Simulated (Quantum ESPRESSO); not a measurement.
# Mg3AlF7O: input and log of a self-consistent run

A calculation, not a measurement. The program is pw.x of Quantum ESPRESSO 7.5 (plane-wave density functional theory). The cell is made up: 12 atoms on a rutile lattice, with randomly drawn elements, strain and displacements, not relaxed. PseudoDojo standard norm-conserving files (v0.5 for PBE, v0.4.1 for LDA and PBEsol) set the functional; there is no spin polarisation, spin-orbit coupling or dispersion term, and the masses in the input are unused placeholders.

Input:

```
&control calculation='scf', pseudo_dir='./dojo.nc.sr.pbe.v0_5.standard.upf', outdir='./o', disk_io='medium', tprnfor=.true., tstress=.true. /
&system ibrav=0, nat=12, ntyp=4, nbnd=50, ecutwfc=84.00895049, nosym=.true., tot_charge=0,
 occupations='smearing', smearing='fd', degauss=0.0018374661
/
&electrons conv_thr=7.350e-09, electron_maxstep=60, /
ATOMIC_SPECIES
Al 1.0 Al.upf
F 1.0 F.upf
Mg 1.0 Mg.upf
O 1.0 O.upf
CELL_PARAMETERS angstrom
4.6859 -0.0278 -0.0195
-0.0278 4.811 0.0168
-0.0256 0.0221 6.3687
ATOMIC_POSITIONS angstrom
Mg 0.0445 0.0042 0.0079
Al 2.3232 2.3984 1.5926
Mg -0.0161 -0.011 3.1854
Mg 2.3294 2.4007 4.7748
F 1.4115 1.4702 -0.0509
F 3.2514 3.3409 0.0028
F 3.7678 0.9501 1.5945
F 0.8749 3.8496 1.6042
O 1.4148 1.508 3.1691
F 3.1889 3.3662 3.1749
F 3.7347 0.9216 4.7437
F 0.8869 3.8703 4.8085
K_POINTS automatic
5 5 4 1 1 1
```

The log is shortened where brackets say so; the opening notice, blank lines, dates and the lines on written files are dropped, and the path of the files is cut. It prints rydbergs, bohrs and kilobars, and counts compression as positive stress. With no partly filled state, the Fermi energy that it prints is only some level between the filled and the empty states on the mesh, and need not lie in the true gap.

```
     Program PWSCF v.7.5
     Parallel version (MPI & OpenMP), running on       1 processor cores
     Number of MPI processes:                 1
     Threads/MPI process:                     1
     [start-up lines left out]
     bravais-lattice index     =            0
     lattice parameter (alat)  =       8.8553  a.u.
     unit-cell volume          =     968.8319 (a.u.)^3
     number of atoms/cell      =           12
     number of atomic types    =            4
     number of electrons       =        88.00
     number of Kohn-Sham states=           50
     kinetic-energy cutoff     =      84.0090  Ry
     charge density cutoff     =     336.0358  Ry
     scf convergence threshold =      7.3E-09
     mixing beta               =       0.7000
     number of iterations used =            8  plain     mixing
     Exchange-correlation= PBE
                           (   1   4   3   4   0   0   0)
     [axes and pseudopotential details left out]
   Cartesian axes
     site n.     atom                  positions (alat units)
         1        Mg     tau(   1) = (   0.0094963   0.0008963   0.0016859  )
         2        Al     tau(   2) = (   0.4957722   0.5118199   0.3398618  )
         3        Mg     tau(   3) = (  -0.0034357  -0.0023474   0.6797662  )
         4        Mg     tau(   4) = (   0.4970953   0.5123108   1.0189451  )
         5        F      tau(   5) = (   0.3012149   0.3137415  -0.0108621  )
         6        F      tau(   6) = (   0.6938506   0.7129500   0.0005975  )
         7        F      tau(   7) = (   0.8040507   0.2027519   0.3402672  )
         8        F      tau(   8) = (   0.1867042   0.8215068   0.3423372  )
         9        O      tau(   9) = (   0.3019191   0.3218081   0.6762878  )
        10        F      tau(  10) = (   0.6805131   0.7183490   0.6775255  )
        11        F      tau(  11) = (   0.7969871   0.1966700   1.0123083  )
        12        F      tau(  12) = (   0.1892650   0.8259242   1.0261367  )
     number of k points=    50  Fermi-Dirac smearing, width (Ry)=  0.0018
                       cart. coord. in units 2pi/alat
        k(    1) = (   0.1009651   0.0976643   0.0920406), wk =   0.0400000
        k(    2) = (   0.1017268   0.0970263   0.2759933), wk =   0.0400000
     [further k points left out]
     Dense  grid:   100801 G-vectors     FFT dimensions: (  54,  54,  72)
     Estimated max dynamical RAM per process >     148.14 MB
     Initial potential from superposition of free atoms
     starting charge      87.9951, renormalised to      88.0000
     Starting wfcs are   51 randomized atomic wfcs
     total cpu time spent up to now is       22.1 secs
     per-process dynamical memory:    90.6 Mb
     Self-consistent Calculation
     iteration #  1     ecut=    84.01 Ry     beta= 0.70
     Davidson diagonalization with overlap
     ethr =  1.00E-02,  avg # of iterations =  4.0
     total cpu time spent up to now is       72.6 secs
     total energy              =    -739.90875993 Ry
     estimated scf accuracy    <       1.85757113 Ry
     iteration #  2     ecut=    84.01 Ry     beta= 0.70
     Davidson diagonalization with overlap
     ethr =  2.11E-03,  avg # of iterations =  3.1
     total cpu time spent up to now is      130.9 secs
     total energy              =    -739.81216102 Ry
     estimated scf accuracy    <       3.66582943 Ry
     iteration #  3     ecut=    84.01 Ry     beta= 0.70
     Davidson diagonalization with overlap
     ethr =  2.11E-03,  avg # of iterations =  3.0
     total cpu time spent up to now is      186.8 secs
     total energy              =    -740.70931413 Ry
     estimated scf accuracy    <       0.46099208 Ry
     iteration #  4     ecut=    84.01 Ry     beta= 0.70
     Davidson diagonalization with overlap
     ethr =  5.24E-04,  avg # of iterations =  2.1
     total cpu time spent up to now is      234.9 secs
     total energy              =    -740.72740736 Ry
     estimated scf accuracy    <       0.06966943 Ry
     iteration #  5     ecut=    84.01 Ry     beta= 0.70
     Davidson diagonalization with overlap
     ethr =  7.92E-05,  avg # of iterations =  5.8
     total cpu time spent up to now is      285.6 secs
     total energy              =    -740.73815025 Ry
     estimated scf accuracy    <       0.00130569 Ry
     [iterations 6 to 7 left out]
     iteration #  8     ecut=    84.01 Ry     beta= 0.70
     Davidson diagonalization with overlap
     ethr =  4.76E-08,  avg # of iterations =  2.0
     total cpu time spent up to now is      466.5 secs
     total energy              =    -740.73847491 Ry
     estimated scf accuracy    <       0.00000439 Ry
     iteration #  9     ecut=    84.01 Ry     beta= 0.70
     Davidson diagonalization with overlap
     ethr =  4.99E-09,  avg # of iterations =  3.0
     total cpu time spent up to now is      518.1 secs
     total energy              =    -740.73847606 Ry
     estimated scf accuracy    <       0.00000036 Ry
     iteration # 10     ecut=    84.01 Ry     beta= 0.70
     Davidson diagonalization with overlap
     ethr =  4.11E-10,  avg # of iterations =  2.0
     total cpu time spent up to now is      561.0 secs
     total energy              =    -740.73847609 Ry
     estimated scf accuracy    <       0.00000006 Ry
     iteration # 11     ecut=    84.01 Ry     beta= 0.70
     Davidson diagonalization with overlap
     ethr =  6.64E-11,  avg # of iterations =  2.1
     total cpu time spent up to now is      604.3 secs
     total energy              =    -740.73847610 Ry
     estimated scf accuracy    <          8.8E-09 Ry
     iteration # 12     ecut=    84.01 Ry     beta= 0.70
     Davidson diagonalization with overlap
     ethr =  1.00E-11,  avg # of iterations =  3.0
     total cpu time spent up to now is      659.7 secs
     End of self-consistent calculation
          k = 0.1010 0.0977 0.0920 ( 12604 PWs)   bands (ev):
   -70.2767 -69.1992 -69.1562 -37.0515 -37.0418 -37.0197 -36.0160 -35.9602
   -35.9580 -35.9452 -35.9261 -35.8522 -19.7496 -19.2514 -19.0896 -18.8451
   -18.6656 -17.9431 -17.7046 -10.0777  -3.2430  -2.1197  -1.7949  -1.4431
    -1.3945  -1.2971  -1.0093  -0.9670  -0.8970  -0.7518  -0.5835  -0.2815
    -0.2483  -0.0036   0.2141   0.3652   0.4286   0.5576   0.8537   1.1408
     1.2429   3.3950   4.0839   5.1247   7.2694  10.8090  11.9595  12.3598
    12.4583  13.8069
     [levels at the other k points left out]
     the Fermi energy is     6.5695 ev
!    total energy              =    -740.73847610 Ry
     estimated scf accuracy    <          3.4E-10 Ry
     smearing contrib. (-TS)   =      -0.00000000 Ry
     internal energy E=F+TS    =    -740.73847610 Ry
     The total energy is F=E-TS. E is the sum of the following terms:
     one-electron contribution =    -446.35357767 Ry
     hartree contribution      =     253.91782814 Ry
     xc contribution           =    -136.12365825 Ry
     ewald contribution        =    -412.17906832 Ry
     convergence has been achieved in  12 iterations
     Forces acting on atoms (cartesian axes, Ry/au):
     atom    1 type  3   force =    -0.00181665    0.00833202   -0.02766992
     atom    2 type  1   force =    -0.05547878   -0.05795079    0.11408093
     atom    3 type  3   force =     0.03874726    0.04418661    0.02522670
     atom    4 type  3   force =    -0.02704210   -0.02389666   -0.06405003
     atom    5 type  2   force =     0.02892961    0.02647422    0.05292614
     atom    6 type  2   force =    -0.02815850   -0.02922802    0.05731253
     atom    7 type  2   force =    -0.03282341    0.03013572   -0.03767581
     atom    8 type  2   force =     0.03345378   -0.02701919   -0.03098323
     atom    9 type  4   force =     0.03445315    0.02845200   -0.09066562
     atom   10 type  2   force =     0.01043508    0.00260872   -0.05384540
     atom   11 type  2   force =     0.00744128   -0.00789141    0.03201028
     atom   12 type  2   force =    -0.00814072    0.00579678    0.02333343
     Total force =     0.245535     Total SCF correction =     0.000041
     Computing stress (Cartesian axis) and pressure
          total   stress  (Ry/bohr**3)                   (kbar)     P=      -94.94
  -0.00044961   0.00005256   0.00012114          -66.14        7.73       17.82
   0.00005256  -0.00055295   0.00005525            7.73      -81.34        8.13
   0.00012114   0.00005525  -0.00093358           17.82        8.13     -137.33
     init_run     :     20.14s CPU     21.99s WALL (       1 calls)
     electrons    :    607.19s CPU    637.64s WALL (       1 calls)
     forces       :      7.95s CPU      8.08s WALL (       1 calls)
     stress       :     26.82s CPU     27.04s WALL (       1 calls)
     [timing details left out]
     PWSCF        :  11m 2.44s CPU  11m37.52s WALL
     JOB DONE.
```

In other units: free energy -10078.260 eV for the cell, pressure -9.49 GPa, largest force component 2.933 eV/Å. A rerun of this cell at 1437 eV and a 7 x 7 x 6 mesh moved values by no more than 0.004 eV in energy, 0.03 GPa in stress and 0.005 eV/Å in force.